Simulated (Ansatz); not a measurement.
Profile along the Ni–Ni line in Ni (fcc, Cu type)

Ni (fcc, Cu type)

```xyz
1
Lattice="0.0000 1.7592 1.7592 1.7592 0.0000 1.7592 1.7592 1.7592 0.0000" Properties=species:S:1:pos:R:3 pbc="T T T"
Ni     0.0000     0.0000     0.0000
```

Fields along a shortest Ni–Ni line of a {111} plane (2.49 Å), from Ni to Ni, interpolated on the slice's grid (step about 0.2 Å). Computed with PBE (plane waves to 420 eV, PAW, scalar-relativistic; Ansatz, a quantum-chemistry and plane-wave program). k mesh 23×23×23. These are valence fields of a PAW run, semicore shells included where kept as valence: close to a nucleus they are smooth pseudo fields. Ni was relaxed with its symmetry unable to fall. Relaxed Ni ends ferromagnetic. Other magnetic orders were not checked, so this need not be the ground state.

```json
[
 {"distance from Ni (Å)": "0.00", "valence electron density (e/Å³)": "60.74", "spin density, up minus down (e/Å³)": "2.86", "electron localisation function": "x", "ELF of the up spins": "x", "ELF of the down spins": "x"},
 {"distance from Ni (Å)": "0.12", "valence electron density (e/Å³)": "52.54", "spin density, up minus down (e/Å³)": "2.44", "electron localisation function": "x", "ELF of the up spins": "x", "ELF of the down spins": "x"},
 {"distance from Ni (Å)": "0.25", "valence electron density (e/Å³)": "34.41", "spin density, up minus down (e/Å³)": "1.60", "electron localisation function": "x", "ELF of the up spins": "x", "ELF of the down spins": "x"},
 {"distance from Ni (Å)": "0.37", "valence electron density (e/Å³)": "17.85", "spin density, up minus down (e/Å³)": "0.83", "electron localisation function": "x", "ELF of the up spins": "x", "ELF of the down spins": "x"},
 {"distance from Ni (Å)": "0.50", "valence electron density (e/Å³)": "8.00", "spin density, up minus down (e/Å³)": "0.36", "electron localisation function": "x", "ELF of the up spins": "x", "ELF of the down spins": "x"},
 {"distance from Ni (Å)": "0.62", "valence electron density (e/Å³)": "3.33", "spin density, up minus down (e/Å³)": "0.16", "electron localisation function": "0.28", "ELF of the up spins": "0.29", "ELF of the down spins": "0.28"},
 {"distance from Ni (Å)": "0.75", "valence electron density (e/Å³)": "1.40", "spin density, up minus down (e/Å³)": "0.06", "electron localisation function": "0.22", "ELF of the up spins": "0.23", "ELF of the down spins": "0.21"},
 {"distance from Ni (Å)": "0.87", "valence electron density (e/Å³)": "0.69", "spin density, up minus down (e/Å³)": "0.02", "electron localisation function": "0.19", "ELF of the up spins": "0.19", "ELF of the down spins": "0.18"},
 {"distance from Ni (Å)": "1.00", "valence electron density (e/Å³)": "0.44", "spin density, up minus down (e/Å³)": "0.00", "electron localisation function": "0.19", "ELF of the up spins": "0.18", "ELF of the down spins": "0.19"},
 {"distance from Ni (Å)": "1.12", "valence electron density (e/Å³)": "0.34", "spin density, up minus down (e/Å³)": "-0.01", "electron localisation function": "0.22", "ELF of the up spins": "0.19", "ELF of the down spins": "0.25"},
 {"distance from Ni (Å)": "1.25", "valence electron density (e/Å³)": "0.31", "spin density, up minus down (e/Å³)": "-0.01", "electron localisation function": "0.25", "ELF of the up spins": "0.21", "ELF of the down spins": "0.29"},
 {"distance from Ni (Å)": "1.37", "valence electron density (e/Å³)": "0.34", "spin density, up minus down (e/Å³)": "-0.01", "electron localisation function": "0.22", "ELF of the up spins": "0.19", "ELF of the down spins": "0.25"},
 {"distance from Ni (Å)": "1.49", "valence electron density (e/Å³)": "0.44", "spin density, up minus down (e/Å³)": "0.00", "electron localisation function": "0.19", "ELF of the up spins": "0.18", "ELF of the down spins": "0.19"},
 {"distance from Ni (Å)": "1.62", "valence electron density (e/Å³)": "0.69", "spin density, up minus down (e/Å³)": "0.02", "electron localisation function": "0.19", "ELF of the up spins": "0.19", "ELF of the down spins": "0.18"},
 {"distance from Ni (Å)": "1.74", "valence electron density (e/Å³)": "1.40", "spin density, up minus down (e/Å³)": "0.06", "electron localisation function": "0.22", "ELF of the up spins": "0.23", "ELF of the down spins": "0.21"},
 {"distance from Ni (Å)": "1.87", "valence electron density (e/Å³)": "3.33", "spin density, up minus down (e/Å³)": "0.16", "electron localisation function": "0.28", "ELF of the up spins": "0.29", "ELF of the down spins": "0.28"},
 {"distance from Ni (Å)": "1.99", "valence electron density (e/Å³)": "8.00", "spin density, up minus down (e/Å³)": "0.36", "electron localisation function": "x", "ELF of the up spins": "x", "ELF of the down spins": "x"},
 {"distance from Ni (Å)": "2.12", "valence electron density (e/Å³)": "17.85", "spin density, up minus down (e/Å³)": "0.83", "electron localisation function": "x", "ELF of the up spins": "x", "ELF of the down spins": "x"},
 {"distance from Ni (Å)": "2.24", "valence electron density (e/Å³)": "34.41", "spin density, up minus down (e/Å³)": "1.60", "electron localisation function": "x", "ELF of the up spins": "x", "ELF of the down spins": "x"},
 {"distance from Ni (Å)": "2.37", "valence electron density (e/Å³)": "52.54", "spin density, up minus down (e/Å³)": "2.44", "electron localisation function": "x", "ELF of the up spins": "x", "ELF of the down spins": "x"},
 {"distance from Ni (Å)": "2.49", "valence electron density (e/Å³)": "60.74", "spin density, up minus down (e/Å³)": "2.86", "electron localisation function": "x", "ELF of the up spins": "x", "ELF of the down spins": "x"}
]
```

x: too close to a nucleus for the ELF to mean much.

Density on the Ni–Ni line (2.49 Å) at its midpoint: 0.31 e/Å³. ELF at that point: 0.25.
